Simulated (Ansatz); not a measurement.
YIn6Cu6:
```
YIn6Cu6
1.0
   -2.70537     4.55462     4.59209
    2.70537    -4.55462     4.59209
    2.70537     4.55462    -4.59209
Y In Cu
1 6 6
Cartesian
  0.00000   0.00000   0.00000
  0.00000   3.07207   0.00000
  0.00000   6.03718   0.00000
  0.00000   0.00000   3.14400
  0.00000   0.00000   6.04018
  0.00000   4.55462   2.91729
  2.70537   0.00000   1.67479
  1.35268  -2.27731   2.29604
 -1.35268   2.27731   2.29604
  1.35268   2.27731  -2.29604
  1.35268   2.27731   2.29604
  0.00000   2.39578   4.59209
  2.70537   2.15884   0.00000
```

Relaxed with r²SCAN. Special points in fractions of this cell's reciprocal vectors: Γ (0.000, 0.000, 0.000); X (0.500, 0.500, -0.500); F2 (0.337, 0.663, -0.337); Σ0 (-0.337, 0.337, 0.337); Y0 (0.496, -0.496, 0.496); U0 (0.504, 0.496, -0.496); R (0.000, 0.500, 0.000); W (0.250, 0.250, 0.250); S (0.500, 0.000, 0.000); T (0.000, 0.000, 0.500).

**Question.** List the band energies nearest the Fermi level at these points for r²SCAN (plane waves, PAW; program Ansatz).

**Answer.** In eV from the Fermi level; about four levels below and three above (degenerate sets whole), none deeper than 8.9 eV; points with the same levels are listed once.

```csv
k,below,above
Γ,-1.11 -1.06 -0.93 -0.87,1.88 2.84 2.90
X,-1.17 -1.12 -1.10 -0.72,0.26 0.57 1.31
F2,-2.13 -1.07 -0.24 -0.05,0.08 0.12 0.16
Y0,-1.17 -1.13 -1.10 -0.72,0.26 0.57 1.31
R,-1.59 -1.33 -0.83 -0.68,0.36 1.15 1.26
W,-2.01 -1.75 -1.60 -1.44,0.51 0.56 0.65
S,-1.50 -0.87 -0.71 -0.54,0.07 0.33 0.50
T,-1.47 -1.43 -1.17 -0.51,0.48 0.79 0.93
```

Space group Immm. The workflow started from a Materials Project entry (that database holds measured and hypothetical structures alike); the Crystallography Open Database copy checked does not list it. Its standing as an ambient phase is unchecked. The cell was relaxed with r²SCAN under the symmetry of its start; whether a distortion lowers the energy is not shown. The run is not spin-polarised. Scalar-relativistic: spin–orbit coupling is off unless named, which matters more the heavier the elements.

Potentials: the later of the program's two PAW sets.
